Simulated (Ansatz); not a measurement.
Nb (bcc (W type)), relaxed and computed with several functionals in Ansatz (plane waves, PAW). Much of their spread follows the volume that each gives.

```json
[
 {"functional": "LDA", "V (Å³/atom)": "17.13", "K_Hill (GPa)": "191"},
 {"functional": "PBE+D3(BJ)", "V (Å³/atom)": "17.43", "K_Hill (GPa)": "181"},
 {"functional": "PBE", "V (Å³/atom)": "18.11", "K_Hill (GPa)": "171"},
 {"functional": "r²SCAN", "V (Å³/atom)": "18.00", "K_Hill (GPa)": "175"},
 {"functional": "r²SCAN+D4", "V (Å³/atom)": "17.91", "K_Hill (GPa)": "177"},
 {"functional": "PBEsol", "V (Å³/atom)": "17.48", "K_Hill (GPa)": "?"}
]
```

**Question.** Fit a straight line to ln K against ln V and predict the withheld value.

**Answer.** Least squares on the 5 shown rows: ln K = -1.71 × ln V + (10.102), with a scatter of 1 %. For PBEsol this gives 183. The run itself gave 183, within the scatter.

All cells were relaxed under the symmetry of their starts (and spin orders); stability against distortions was not tested throughout. Rows with no word on spin ran without spin polarisation. Spin–orbit coupling is left out wherever it is not named.

Potentials: the later of the program's two PAW sets.

Ansatz (an electronic-structure program) is a plane-wave DFT program.
